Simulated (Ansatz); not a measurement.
Input, command and steps of an Ansatz relaxation.

```yaml
crystal:
  lattice:
    - [3.3899310382, -3.1868927895, 0.0907496773]
    - [3.3899310382, 3.1868927895, 0.0907496773]
    - [-0.6400110655, 0.0, 4.1759170628]
  atoms:
    - { symbol: H, position: [0.2537050011, 0.2537050011, 0.5244678913] }
    - { symbol: H, position: [0.7462949989, 0.7462949989, 0.4755321087] }
    - { symbol: H, position: [0.218705857, 0.4948750957, 0.2237796119] }
    - { symbol: H, position: [0.5051249043, 0.781294143, 0.7762203881] }
    - { symbol: H, position: [0.781294143, 0.5051249043, 0.7762203881] }
    - { symbol: H, position: [0.4948750957, 0.218705857, 0.2237796119] }
    - { symbol: C, position: [0.0796663026, 0.0796663026, 0.0804980916] }
    - { symbol: C, position: [0.9203336974, 0.9203336974, 0.9195019084] }
    - { symbol: C, position: [0.2708403727, 0.2708403727, 0.2719436603] }
    - { symbol: C, position: [0.7291596273, 0.7291596273, 0.7280563397] }
basis:
  ecutwfc: 420
kpoints:
  mp_grid: { grid: [6, 6, 6] }
hamiltonian:
  xc: pbe
  dispersion: d3bj
scf:
  occupations: { method: gaussian, width: 0.02 }
output:
  forces: true
  stress: true
  eigenvalues: true
relax:
  adjacent_minimum: "off"
  f_tol: 0.01
  max_steps: 30
  cell: { stress_tol: 0.1, fix: [volume] }
```

```bash
ansatz run input.yaml --threads 2 --pin off --max-ram 5120MiB --backend cpu --events-out ev --progress --plain --runs-dir out
```

Theory: Ansatz 0.2.0, DFT PBE+D3(BJ), scalar-relativistic, plane waves, PAW.

The volume is held at 0.97 times that of the relaxed cell.

Of 6 frames 5 are shown, positions in Å and forces in eV/Å; the SCF threshold varies from step to step. Steps run on the plane waves of an earlier cell, with a Pulay correction in the pressure. The basis is chosen afresh for the last frame, the zero of the energies, and at times for earlier ones too; energy and pressure step there, also at an unchanged geometry.

```xyz
10
Lattice="3.3899 -3.1869 0.0907 3.3899 3.1869 0.0907 -0.6400 0.0000 4.1759" Properties=species:S:1:pos:R:3:forces:R:3 pbc="T T T" step=1 free_energy_over_end_meV_per_atom=2.67 pressure_GPa=3.37
H     1.3844    0.0000    2.2362   -0.0745    0.0000    0.3627
H     4.7554    0.0000    2.1212    0.0745    0.0000   -0.3627
H     2.2758    0.8801    0.9992    0.2200    0.2884   -0.0482
H     3.8641    0.8801    3.3582   -0.2200    0.2884    0.0482
H     3.8641   -0.8801    3.3582   -0.2200   -0.2884    0.0482
H     2.2758   -0.8801    0.9992    0.2200   -0.2884   -0.0482
C     0.4886    0.0000    0.3506    0.5600    0.0000    0.4072
C     5.6512    0.0000    4.0068   -0.5600    0.0000   -0.4072
C     1.6622    0.0000    1.1848    0.0775    0.0000    0.0475
C     4.4776    0.0000    3.1726   -0.0775    0.0000   -0.0475
10
Lattice="3.3900 -3.1875 0.0934 3.3900 3.1875 0.0934 -0.6368 0.0000 4.1747" Properties=species:S:1:pos:R:3:forces:R:3 pbc="T T T" step=2 free_energy_over_end_meV_per_atom=0.18 pressure_GPa=0.97
H     1.3964    0.0000    2.2527   -0.0325    0.0000    0.1034
H     4.7467    0.0000    2.1088    0.0325    0.0000   -0.1034
H     2.2935    0.8858    1.0076    0.0578    0.0910   -0.0226
H     3.8496    0.8858    3.3539   -0.0578    0.0910    0.0226
H     3.8496   -0.8858    3.3539   -0.0578   -0.0910    0.0226
H     2.2935   -0.8858    1.0076    0.0578   -0.0910   -0.0226
C     0.4934    0.0000    0.3540   -0.0987    0.0000   -0.0659
C     5.6498    0.0000    4.0075    0.0987    0.0000    0.0659
C     1.6746    0.0000    1.1934    0.0482    0.0000    0.0323
C     4.4686    0.0000    3.1681   -0.0482    0.0000   -0.0323
10
Lattice="3.3944 -3.1848 0.0988 3.3944 3.1848 0.0988 -0.6309 0.0000 4.1719" Properties=species:S:1:pos:R:3:forces:R:3 pbc="T T T" step=3 free_energy_over_end_meV_per_atom=-0.01 pressure_GPa=0.29
H     1.4015    0.0000    2.2559   -0.0034    0.0000   -0.0064
H     4.7564    0.0000    2.1134    0.0034    0.0000    0.0064
H     2.2997    0.8889    1.0053   -0.0050   -0.0020   -0.0023
H     3.8583    0.8889    3.3641    0.0050   -0.0020    0.0023
H     3.8583   -0.8889    3.3641    0.0050    0.0020    0.0023
H     2.2997   -0.8889    1.0053   -0.0050    0.0020   -0.0023
C     0.4941    0.0000    0.3534   -0.0162    0.0000   -0.0062
C     5.6639    0.0000    4.0160    0.0162    0.0000    0.0062
C     1.6798    0.0000    1.1932    0.0334    0.0000    0.0231
C     4.4782    0.0000    3.1762   -0.0334    0.0000   -0.0231
10
Lattice="3.3952 -3.1855 0.0990 3.3952 3.1855 0.0990 -0.6307 0.0000 4.1700" Properties=species:S:1:pos:R:3:forces:R:3 pbc="T T T" step=4 free_energy_over_end_meV_per_atom=-0.01 pressure_GPa=0.26
H     1.4021    0.0000    2.2557   -0.0017    0.0000   -0.0034
H     4.7576    0.0000    2.1122    0.0017    0.0000    0.0034
H     2.3001    0.8890    1.0047   -0.0029   -0.0015   -0.0011
H     3.8596    0.8890    3.3632    0.0029   -0.0015    0.0011
H     3.8596   -0.8890    3.3632    0.0029    0.0015    0.0011
H     2.3001   -0.8890    1.0047   -0.0029    0.0015   -0.0011
C     0.4942    0.0000    0.3534   -0.0099    0.0000   -0.0027
C     5.6655    0.0000    4.0145    0.0099    0.0000    0.0027
C     1.6806    0.0000    1.1932    0.0127    0.0000    0.0074
C     4.4790    0.0000    3.1748   -0.0127    0.0000   -0.0074
10
Lattice="3.3963 -3.1862 0.0993 3.3963 3.1862 0.0993 -0.6305 0.0000 4.1676" Properties=species:S:1:pos:R:3:forces:R:3 pbc="T T T" step=6 free_energy_over_end_meV_per_atom=0.00 pressure_GPa=0.25
H     1.4035    0.0000    2.2546    0.0003    0.0000    0.0001
H     4.7586    0.0000    2.1116   -0.0003    0.0000   -0.0001
H     2.3007    0.8891    1.0029    0.0002   -0.0002    0.0003
H     3.8614    0.8891    3.3633   -0.0002   -0.0002   -0.0003
H     3.8614   -0.8891    3.3633   -0.0002    0.0002   -0.0003
H     2.3007   -0.8891    1.0029    0.0002    0.0002    0.0003
C     0.4943    0.0000    0.3531   -0.0006    0.0000    0.0027
C     5.6678    0.0000    4.0131    0.0006    0.0000   -0.0027
C     1.6818    0.0000    1.1921   -0.0016    0.0000   -0.0022
C     4.4803    0.0000    3.1740    0.0016    0.0000    0.0022
```

The run took 12 s on 2 threads of Intel(R) Xeon(R) Platinum 8488C (Sapphire Rapids), on a shared host, peak memory 0.48 GiB.